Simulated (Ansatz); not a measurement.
Method: DFT PBE, scalar-relativistic, plane waves, PAW, and for the lanthanide a 4f-in-core norm-conserving potential, in Ansatz 0.2.0. Settings of the last relaxation (6-atom cell): 770 eV, 10×10×10 k points, Gaussian smearing of 0.10 eV, no spin polarisation.

Formation energies are uncorrected and refer to the elements' standard structures at the same level.

Q: Find a candidate orthorhombic metal made of Er, Sb and Sc, with a formation energy near −0.99 eV/atom and a density near 6.46 g/cm³, in a cell of 6 atoms.

A: ErSc2Sb3, space group Immm (No. 71). Er has 6 Sb at 3.00–3.04 Å; Sc has 6 Sb at 2.94–3.00 Å; Sb on a site of symmetry mm2 is surrounded by 4 Sc at 2.94–3.00 Å and 2 Er at 3.04 Å; Sb on a site of symmetry mmm has 4 Sc at 2.97 Å and 2 Er at 3.00 Å.

```cif
data_structure
_symmetry_space_group_name_H-M 'P 1'
_symmetry_Int_Tables_number 1
_cell_length_a 7.3128
_cell_length_b 7.3128
_cell_length_c 7.3128
_cell_angle_alpha 146.446
_cell_angle_beta 131.636
_cell_angle_gamma 60.148
_cell_volume 160.06
loop_
_atom_site_label
_atom_site_type_symbol
_atom_site_fract_x
_atom_site_fract_y
_atom_site_fract_z
_atom_site_occupancy
Er1 Er 0.00000 0.50000 0.50000 1
Sc1 Sc 0.66461 0.16461 0.50000 1
Sc2 Sc 0.33539 0.83539 0.50000 1
Sb1 Sb 0.17339 0.17339 0.00000 1
Sb2 Sb 0.82661 0.82661 0.00000 1
Sb3 Sb 0.50000 0.50000 0.00000 1
```

The volume per atom is 26.68 Å³ and the density is 6.46 g/cm³. The energy over the elements is −0.99 eV/atom. The gap on the 10×10×10 mesh of the 6-atom cell is 0 eV (a metal).

The structure comes from a generated guess, relaxed at this level; another structure or a mixture of phases may lie lower. Other answers may fit too; this one was computed.

Spin–orbit coupling, which can matter for Sb, is left out. Trial moments died out on the coarse mesh, so the last step has no spin; another magnetic start might hold. A structure relaxed within its symmetry needn't be a true minimum.

The lanthanide is trivalent by construction, without f bands, f moments or other valences. The reference runs of the other elements, and any phases without the lanthanide, used 420 eV, which shifts energies against them by under 10 meV/atom. The lanthanide's reference is the lowest of its hcp, dhcp and fcc cells.
